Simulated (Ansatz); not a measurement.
C (graphite type, space group P6_3/mmc)

```
CELL_PARAMETERS angstrom
      2.45522     0.00000     0.00000
     -1.22761     2.12628     0.00000
      0.00000     0.00000     6.67049
ATOMIC_POSITIONS crystal
  C  0.00000 0.00000 0.25000
  C  0.00000 0.00000 0.75000
  C  0.33333 0.66667 0.25000
  C  0.66667 0.33333 0.75000
```

In each cell atom 2 (C, nearest neighbour C at 1.418 Å; its periodic images, 2.5 Å or more away, move with it) moves by s·(0.000, 0.000, 1.000) (along Cartesian z), the rest being held.

These are r2SCAN+rVV10 (plane waves to 500 eV, PAW, scalar-relativistic; Ansatz, a quantum-chemistry and plane-wave program) values and carry that method's errors. k mesh 12×12×4 (Γ-centred), Fermi-Dirac smearing 0.05 eV. E stands for the smeared free energy. With partly filled bands, energies and forces of such displacements shift with the k mesh and the smearing. C was relaxed with its symmetry unable to fall. The PAW data are Ansatz's earlier set. The zero of ΔE is the undisplaced structure. The last digit holds for this mesh only.

| s (Å) | ΔE (meV/cell) |
|---|---|
| -0.140 | 169.9 |
| -0.112 | withheld |
| -0.084 | 61.0 |
| -0.056 | 27.1 |
| -0.028 | 6.8 |
| 0.000 | 0.0 |
| 0.028 | 6.8 |
| 0.056 | 27.1 |
| 0.084 | 61.0 |
| 0.112 | withheld |
| 0.140 | 169.9 |

**Question.** Fit an even polynomial form (powers 2, 4) to the given rows and predict ΔE at s = 0.112.

**Answer.** Least squares on the 9 given rows: ΔE = (8634)·s² + (1750)·s⁴, in meV/cell with s in Å; root-mean-square residual 0.01 meV/cell. At 0.112 the fit gives 108.6 meV/cell; the calculation gives 108.6 meV/cell, the same to the digits shown. The quadratic term alone would give 108.3 meV/cell.

(A displaced cell: forces are minus the slopes of the energy, force constants its curvatures, and phonons follow from these.)
